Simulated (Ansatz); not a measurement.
A strain series on SnSe2 in the CdI2 structure with HSE06 in Ansatz; the unstrained cell is the r2SCAN+rVV10 minimum. (Simulation; spin polarisation is off.)

Input of the unstrained run:
```yaml
crystal:
  lattice:
    - [3.8251493202, 0.0, 0.0]
    - [-1.9125746601, 3.3126764845, 0.0]
    - [0.0, 0.0, 6.2270791596]
  atoms:
    - { symbol: Sn, position: [0.0, 0.0, 0.0] }
    - { symbol: Se, position: [0.3333333333, 0.6666666667, 0.2530782193] }
    - { symbol: Se, position: [0.6666666667, 0.3333333333, 0.7469217807] }
kpoints:
  mp_grid: { grid: [6, 6, 4] }
  band_path:
    path:
      - [0.0, 0.0, 0.0]
      - [0.5, 0.0, 0.0]
      - [0.3333333333, 0.3333333333, 0.0]
      - [0.0, 0.0, 0.5]
      - [0.5, 0.0, 0.5]
      - [0.3333333333, 0.3333333333, 0.5]
      - [-0.088542, 0.171875, 0.0]
      - [0.0, 0.458333, 0.34375]
    npoints: 1
hamiltonian:
  xc: hse06
scf:
  occupations: { method: fixed }
  n_extra_bands: 4
output:
  forces: true
  stress: true
  eigenvalues: true
```

Its main results, and the levels near the gap at the points of the path (eV from the Fermi energy, bands numbered from 0, names kept under strain):
```
Crystal: 3 atoms, lattice volume = 78.906 Å³
Basis set: ecut = 420 eV, 1545 PW (Γ)
Symmetry: 12 space group operations
Space group: P-3m1 (ITA 164)
k-points: 24 of 144
Free energy (F): -16970.482471 eV
Fermi energy:    7.247523 eV
--- Forces (eV/Å), atoms counted from 1 ---
  atom   1  Sn      0.00000      0.00000      0.00000
  atom   2  Se      0.00000      0.00000    -0.22173
  atom   3  Se      0.00000      0.00000      0.22173
--- Stress (GPa, compression-positive) ---
        0.148524       0.000000       0.000000
        0.000000       0.148524       0.000000
        0.000000       0.000000       0.057582
  P = ⅓ Tr σ = 0.1182 GPa (1.182 kbar)
```
```tsv
point	band_20	band_21	band_22	band_23	band_24	band_25
Γ	-0.265	-0.265	-0.125	1.796	3.914	5.613
M	-2.665	-1.275	-0.245	1.809	4.633	6.220
K	-3.497	-1.646	-1.646	1.975	7.437	7.437
A	-0.695	-0.095	-0.095	3.282	3.836	5.324
L	-2.137	-0.867	-0.668	1.410	5.040	5.638
H	-3.896	-0.414	-0.414	3.181	5.450	5.450
(-0.089,0.172,0)	-0.641	-0.416	0.018	3.000	4.978	5.098
(0,0.458,0.344)	-2.369	-0.928	-0.570	1.314	5.086	6.209
```

Another run changes these blocks:
```yaml
crystal:
  lattice:
    - [3.8060235736, 0.0, 0.0]
    - [-1.9030117868, 3.2961131021, 0.0]
    - [0.0, 0.0, 6.260288977]
  atoms:
    - { symbol: Sn, position: [0.0, 0.0, 0.0] }
    - { symbol: Se, position: [0.3333333333, 0.6666666667, 0.2528046688] }
    - { symbol: Se, position: [0.6666666667, 0.3333333333, 0.7471953312] }
kpoints:
  mp_grid: { grid: [6, 6, 4] }
  band_path:
    path:
      - [0.0, 0.0, 0.0]
      - [0.5, 0.0, 0.0]
      - [0.3333333333, 0.3333333333, 0.0]
      - [0.0, 0.0, 0.5]
      - [0.5, 0.0, 0.5]
      - [0.3333333333, 0.3333333333, 0.5]
      - [0.0, 0.148438, -0.143229]
      - [0.0, 0.460938, 0.348958]
    npoints: 1
```

```
Crystal: 3 atoms, lattice volume = 78.536 Å³
Basis set: ecut = 420 eV, 1521 PW (Γ)
Symmetry: 12 space group operations
Space group: P-3m1 (ITA 164)
k-points: 24 of 144
Free energy (F): -16970.480974 eV
Fermi energy:    7.335645 eV
--- Forces (eV/Å), atoms counted from 1 ---
  atom   1  Sn      0.00000      0.00000      0.00000
  atom   2  Se      0.00000      0.00000    -0.22475
  atom   3  Se      0.00000      0.00000      0.22475
--- Stress (GPa, compression-positive) ---
        0.796685       0.000000       0.000000
        0.000000       0.796685       0.000000
        0.000000       0.000000       0.012744
  P = ⅓ Tr σ = 0.5354 GPa (5.354 kbar)
```
```tsv
point	band_20	band_21	band_22	band_23	band_24	band_25
Γ	-0.247	-0.247	-0.218	1.849	3.957	5.636
M	-2.667	-1.320	-0.267	1.796	4.626	6.181
K	-3.568	-1.685	-1.685	1.953	7.367	7.367
A	-0.679	-0.084	-0.084	3.337	3.879	5.360
L	-2.212	-0.904	-0.674	1.369	4.993	5.593
H	-3.952	-0.483	-0.483	3.143	5.392	5.392
(0,0.148,-0.143)	-1.330	-0.213	0.037	3.190	4.550	5.673
(0,0.461,0.349)	-2.423	-0.969	-0.585	1.290	5.072	6.080
```

**Question.** Which strain is this, and what did it do?

**Answer.** Epitaxial -0.5 % in the xy plane, free normal strain +0.53 %, atoms relaxed again. HSE06: the gap goes from 1.296 to 1.253 eV (-0.043 eV); the edges go from (-0.089, 0.172, 0) → (0, 0.458, 0.344) to (0, 0.148, -0.143) → (0, 0.461, 0.349).

Another run changes these blocks:
```yaml
crystal:
  lattice:
    - [3.8251493202, -0.0382514932, 0.0]
    - [-1.9457014249, 3.3318022312, 0.0]
    - [0.0, 0.0, 6.2270791596]
  atoms:
    - { symbol: Sn, position: [0.0, 0.0, 0.0] }
    - { symbol: Se, position: [0.3325354253, 0.6666122271, 0.2531058817] }
    - { symbol: Se, position: [0.6674645747, 0.3333877729, 0.7468941183] }
kpoints:
  mp_grid: { grid: [6, 6, 4] }
  band_path:
    path:
      - [0.0, 0.0, 0.0]
      - [0.5, 0.0, 0.0]
      - [0.3333333333, 0.3333333333, 0.0]
      - [0.0, 0.0, 0.5]
      - [0.5, 0.0, 0.5]
      - [0.3333333333, 0.3333333333, 0.5]
      - [0.161458, -0.161458, -0.130208]
      - [0.458333, 0.0, -0.335938]
    npoints: 1
```

```
Crystal: 3 atoms, lattice volume = 78.898 Å³
Basis set: ecut = 420 eV, 1537 PW (Γ)
Symmetry: 2 space group operations
Space group: P-1 (ITA 2)
k-points: 76 of 144
Free energy (F): -16970.478409 eV
Fermi energy:    7.304068 eV
--- Forces (eV/Å), atoms counted from 1 ---
  atom   1  Sn      0.00000      0.00000      0.00000
  atom   2  Se      0.00602      0.00016    -0.22295
  atom   3  Se    -0.00602    -0.00016      0.22295
--- Stress (GPa, compression-positive) ---
        0.148541       0.799438       0.025663
        0.799438       0.193614       0.001029
        0.025663       0.001029       0.048621
  P = ⅓ Tr σ = 0.1303 GPa (1.303 kbar)
```
```tsv
point	band_20	band_21	band_22	band_23	band_24	band_25
Γ	-0.374	-0.268	-0.174	1.743	3.846	5.471
M	-2.827	-1.318	-0.381	1.637	4.453	6.140
K	-3.550	-1.731	-1.673	1.918	7.355	7.392
A	-0.698	-0.205	-0.096	3.229	3.767	5.182
L	-2.177	-0.936	-0.809	1.302	4.926	5.552
H	-3.950	-0.478	-0.462	3.124	5.368	5.416
(0.161,-0.161,-0.130)	-1.404	-0.153	0.033	3.152	4.544	5.563
(0.458,0,-0.336)	-2.425	-0.990	-0.700	1.187	4.917	6.223
```

**Question.** Which strain is this, and what did it do?

**Answer.** Xy shear, engineering strain (angle) -2.0 %, atoms relaxed again. HSE06: the gap goes from 1.296 to 1.154 eV (-0.142 eV); the edges go from (-0.089, 0.172, 0) → (0, 0.458, 0.344) to (0.161, -0.161, -0.130) → (0.458, 0, -0.336).

Epitaxial -2.0 % in the xy plane, free normal strain +1.81 %. The input changes in these blocks:
```yaml
crystal:
  lattice:
    - [3.7486463338, 0.0, 0.0]
    - [-1.8743231669, 3.2464229549, 0.0]
    - [0.0, 0.0, 6.3398375134]
  atoms:
    - { symbol: Sn, position: [0.0, 0.0, 0.0] }
    - { symbol: Se, position: [0.3333333333, 0.6666666667, 0.2525492559] }
    - { symbol: Se, position: [0.6666666667, 0.3333333333, 0.7474507441] }
kpoints:
  mp_grid: { grid: [6, 6, 4] }
  band_path:
    path:
      - [0.0, 0.0, 0.0]
      - [0.5, 0.0, 0.0]
      - [0.3333333333, 0.3333333333, 0.0]
      - [0.0, 0.0, 0.5]
      - [0.5, 0.0, 0.5]
      - [0.3333333333, 0.3333333333, 0.5]
      - [0.0, 0.130208, -0.161458]
      - [0.0, 0.46875, 0.369792]
    npoints: 1
```

```
Crystal: 3 atoms, lattice volume = 77.154 Å³
Basis set: ecut = 420 eV, 1533 PW (Γ)
Symmetry: 12 space group operations
Space group: P-3m1 (ITA 164)
k-points: 24 of 144
Free energy (F): -16970.454247 eV
Fermi energy:    7.660723 eV
--- Forces (eV/Å), atoms counted from 1 ---
  atom   1  Sn      0.00000      0.00000      0.00000
  atom   2  Se      0.00000      0.00000    -0.22110
  atom   3  Se      0.00000      0.00000      0.22110
--- Stress (GPa, compression-positive) ---
        2.980247       0.000000       0.000000
        0.000000       2.980247       0.000000
        0.000000       0.000000       0.011151
  P = ⅓ Tr σ = 1.9905 GPa (19.905 kbar)
```
```tsv
point	band_20	band_21	band_22	band_23	band_24	band_25
Γ	-0.490	-0.199	-0.199	1.993	4.083	5.711
M	-2.684	-1.476	-0.330	1.759	4.599	6.047
K	-3.787	-1.824	-1.824	1.868	7.160	7.160
A	-0.638	-0.050	-0.050	3.513	4.010	5.464
L	-2.437	-1.033	-0.704	1.254	4.822	5.482
H	-4.137	-0.682	-0.682	3.029	5.209	5.209
(0,0.130,-0.161)	-1.186	-0.431	0.043	3.254	4.639	5.647
(0,0.469,0.370)	-2.528	-1.097	-0.642	1.211	5.001	5.706
```

HSE06: the gap goes from 1.296 to 1.167 eV (-0.129 eV); the edges go from (-0.089, 0.172, 0) → (0, 0.458, 0.344) to (0, 0.130, -0.161) → (0, 0.469, 0.370).

Uniaxial +2.0 % along z, other directions held. The input changes in these blocks:
```yaml
crystal:
  lattice:
    - [3.8251493202, 0.0, 0.0]
    - [-1.9125746601, 3.3126764845, 0.0]
    - [0.0, 0.0, 6.3516207428]
  atoms:
    - { symbol: Sn, position: [0.0, 0.0, 0.0] }
    - { symbol: Se, position: [0.3333333333, 0.6666666667, 0.2485898278] }
    - { symbol: Se, position: [0.6666666667, 0.3333333333, 0.7514101722] }
kpoints:
  mp_grid: { grid: [6, 6, 4] }
  band_path:
    path:
      - [0.0, 0.0, 0.0]
      - [0.5, 0.0, 0.0]
      - [0.3333333333, 0.3333333333, 0.0]
      - [0.0, 0.0, 0.5]
      - [0.5, 0.0, 0.5]
      - [0.3333333333, 0.3333333333, 0.5]
      - [0.0, 0.148437, -0.140625]
      - [0.0, 0.466146, 0.351562]
    npoints: 1
output:
  forces: true
  stress: true
  eigenvalues: true
  write_density: true
  write_potential: true
  elf: true
  volumetric_format: npy
```

```
Crystal: 3 atoms, lattice volume = 80.484 Å³
Basis set: ecut = 420 eV, 1581 PW (Γ)
Symmetry: 12 space group operations
Space group: P-3m1 (ITA 164)
k-points: 24 of 144
Free energy (F): -16970.493252 eV
Fermi energy:    6.968057 eV
--- Forces (eV/Å), atoms counted from 1 ---
  atom   1  Sn      0.00000      0.00000      0.00000
  atom   2  Se      0.00000      0.00000    -0.22747
  atom   3  Se      0.00000      0.00000      0.22747
--- Stress (GPa, compression-positive) ---
       -0.063948       0.000000       0.000000
        0.000000      -0.063948       0.000000
        0.000000       0.000000      -0.420082
  P = ⅓ Tr σ = -0.1827 GPa (-1.827 kbar)
```
```tsv
point	band_20	band_21	band_22	band_23	band_24	band_25
Γ	-0.249	-0.225	-0.225	1.819	3.927	5.601
M	-2.619	-1.192	-0.267	1.752	4.652	6.274
K	-3.512	-1.543	-1.543	2.058	7.319	7.319
A	-0.660	-0.091	-0.091	3.209	3.850	5.365
L	-2.190	-0.845	-0.608	1.380	5.047	5.639
H	-3.838	-0.493	-0.493	3.100	5.480	5.480
(0,0.148,-0.141)	-1.302	-0.244	0.032	3.118	4.526	5.648
(0,0.466,0.352)	-2.371	-0.896	-0.536	1.324	5.077	6.080
```

HSE06: the gap goes from 1.296 to 1.293 eV (-0.003 eV); the edges go from (-0.089, 0.172, 0) → (0, 0.458, 0.344) to (0, 0.148, -0.141) → (0, 0.466, 0.352).

Spin-orbit coupling is left out, which matters wherever the heavy atoms make up the band edges.

The stress of a hybrid is loosely converged in these runs.

The meshes of the hybrids are coarse, so their gaps aren't converged to the digits shown.
